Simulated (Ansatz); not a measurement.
According to PBEsol (plane waves, PAW; program Ansatz), GeMo₂C in the hexagonal phase (P6_3/mmc; Ge on 2d, Mo on 4f, C on 2a) relaxes to a = 3.099 Å, c = 12.534 Å. C has 6 nearest neighbours from 2.11 Å (octahedral). Against the elements it lies at -0.16 eV/atom, with no fitted shifts.

Electronic character: metallic (no gap).

An equation-of-state fit gives a bulk modulus of 228 GPa. The relaxed-ion elastic constants in GPa are C11 = 323, C12 = 157, C13 = 191, C33 = 344, C44 = 114. The elastic constants imply a Debye temperature near 454 K.

The start of the workflow was typed in or built on a structure type; neither database checked (COD, Materials Project) lists it. Its standing as an ambient phase is unchecked. Symmetry was held in the PBEsol relaxation; whether a distortion lowers the energy is not shown. The run is not spin-polarised. As this level gives no gap, shear constants depend on the k-mesh and smearing (Fermi–Dirac, 0.1 eV here). The references are the lowest solids computed at this level, not always the standard phases. Spin–orbit coupling is left out wherever it is not named.

Potentials: the earlier of the program's two PAW sets. The files were generated under PBE; for other functionals the program regenerates the frozen cores, and for LDA and PBEsol the local potential too.
